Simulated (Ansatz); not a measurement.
SnSe2 (CdI2 type)

```xyz
6
Lattice="7.5873 0.0000 0.0000 -1.8968 3.2854 0.0000 0.0000 0.0000 5.7438" Properties=species:S:1:pos:R:3 pbc="T T T"
Sn     0.0000     0.0000     0.0000
Sn     3.7936     0.0000     0.0000
Se     0.0000     2.1903     1.5854
Se     3.7936     2.1903     1.5854
Se     1.8968     1.0951     4.1584
Se     5.6905     1.0951     4.1584
```

In this cell atom 4 (Se, nearest neighbour Sn at 2.704 Å; its periodic images, 3.8 Å or more away, move with it) is moved by s along Cartesian [110], unit vector (0.707, 0.707, 0.000); all other atoms and the cell stay fixed.

Method: PBEsol-D3(BJ) (plane waves to 420 eV, PAW, scalar-relativistic; Ansatz, a first-principles code). k mesh 4×8×5 (Γ-centred), Fermi-Dirac smearing 0.05 eV. Energies are smeared free energies. With partly filled bands, energies and forces of such displacements shift with the k mesh and the smearing. At this level the bands of SnSe2 touch or barely overlap; measurements give the solid a gap. SnSe2 was relaxed with its symmetry unable to fall. ΔE is measured from the undisplaced structure. The last digit holds for this mesh only.

```
s (Å)   ΔE (meV/cell)
------  -------------
-0.810         1334.4
-0.648          913.6
-0.486          547.8
-0.324          258.3
-0.162           68.2
0.000             0.0
0.162            75.8
0.324           319.2
0.486           760.3
0.648          1441.0
0.810        withheld
```

### Question
Fit a polynomial form (powers 2, 3, 4) to the given rows and predict ΔE at s = 0.810.

### Answer
Least squares on the 10 given rows: ΔE = (2754)·s² + (967.3)·s³ + (100.3)·s⁴, in meV/cell with s in Å; root-mean-square residual 3.07 meV/cell. At 0.810 the fit gives 2364.1 meV/cell; the calculation gives 2404.3 meV/cell, so the extrapolation is off by -40.2 (-1.7 %). The quadratic term alone would give 1806.9 meV/cell.

(For displaced atoms, the force is minus the slope of the energy, and its curvature is a force constant, which sets phonon frequencies.)
